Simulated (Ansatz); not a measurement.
The elements of this relaxed trial crystal are hidden behind letters.

```
lattice vectors (Å)
   4.7149    0.0000    0.0000
   0.0000    4.7149    0.0000
   0.0000    0.0000    4.7149
fractional positions
X 0.2971 0.2971 0.2971
X 0.7029 0.7029 0.2971
X 0.2971 0.7029 0.7029
X 0.7029 0.2971 0.7029
Z 0.0000 0.0000 0.0000
```

These are results of Ansatz 0.2.0, DFT PBE, scalar-relativistic, plane waves, PAW, not measurements. Settings of the last relaxation (5-atom cell): 420 eV, 8×8×8 k points, Gaussian smearing of 0.10 eV, no spin polarisation.

```
Space group                              : P-43m (No. 215)
Conventional cell                        : a = 4.715 Å
Volume per atom                          : 20.96 Å³
Density                                  : 4.91 g/cm³
Formation energy                         : +0.13 eV/atom
Gap on the 8×8×8 mesh of the 5-atom cell : 0 eV (a metal)
```

Energies are uncorrected and count from the elements' standard states at the same level.

Question: X is a p-block element of period 4 and Z is a p-block element of period 3. Which elements are they?

Answer: X = Ga, Z = P, so the formula is Ga4P. Density times volume gives a mean mass of 4.91 × 20.96/1.6605 = 62.0 u per atom, and this set has 62.0 u. Among the elements that the hints allow, noble gases aside, only these give it. Around Ga lie 1 P at 2.43 Å and 3 Ga at 2.71 Å; P is surrounded by 4 Ga at 2.43 Å.

The cell is a metal run without spin; a magnetic state may lie lower. A structure relaxed within its symmetry needn't be a true minimum. Another cell of Ga4P relaxed alike, in P4/nbm, lies 100 meV/atom lower, so this cell isn't the stable form at this level.
